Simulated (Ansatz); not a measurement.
TiSi in space group Pnma (No. 62; Ti on 4c, Si on 4c) under volume change, the program Ansatz at the PBEsol level (PAW), shape and atoms relaxed at each volume.

```json
[
 {"V (Å³/atom)": "13.195", "E − E(relaxed) (meV/atom)": "66.7", "P (GPa)": "17.74"},
 {"V (Å³/atom)": "13.630", "E − E(relaxed) (meV/atom)": "28.1", "P (GPa)": "10.90"},
 {"V (Å³/atom)": "14.065", "E − E(relaxed) (meV/atom)": "6.7", "P (GPa)": "5.03"},
 {"V (Å³/atom)": "14.500", "E − E(relaxed) (meV/atom)": "0.0", "P (GPa)": "0.00"},
 {"V (Å³/atom)": "14.935", "E − E(relaxed) (meV/atom)": "6.0", "P (GPa)": "-4.32"},
 {"V (Å³/atom)": "15.370", "E − E(relaxed) (meV/atom)": "?", "P (GPa)": "?"},
 {"V (Å³/atom)": "15.805", "E − E(relaxed) (meV/atom)": "?", "P (GPa)": "?"}
]
```

What belongs in the gaps?


- 15.370, E − E(relaxed) (meV/atom): 22.9
- 15.370, P (GPa): -8.02
- 15.805, E − E(relaxed) (meV/atom): 49.1
- 15.805, P (GPa): -11.19

What does a third-order Birch–Murnaghan fit give for V₀, B₀ and B′?

V₀ = 14.50 Å³/atom, B₀ = 155 GPa, B′ = 4.1.

The first step of the workflow began from a Materials Project structure, measured or hypothetical; the Crystallography Open Database copy checked does not list it. COD files the formula under space group No. 25. Whether it is the stable phase at ambient conditions was not checked. Symmetry was held in the PBEsol relaxation; its stability against distortions is not shown here. No spin polarisation was allowed.

Potentials: the earlier of the program's two PAW sets. The files were generated under PBE; for other functionals the program regenerates the frozen cores, and for LDA and PBEsol the local potential too.
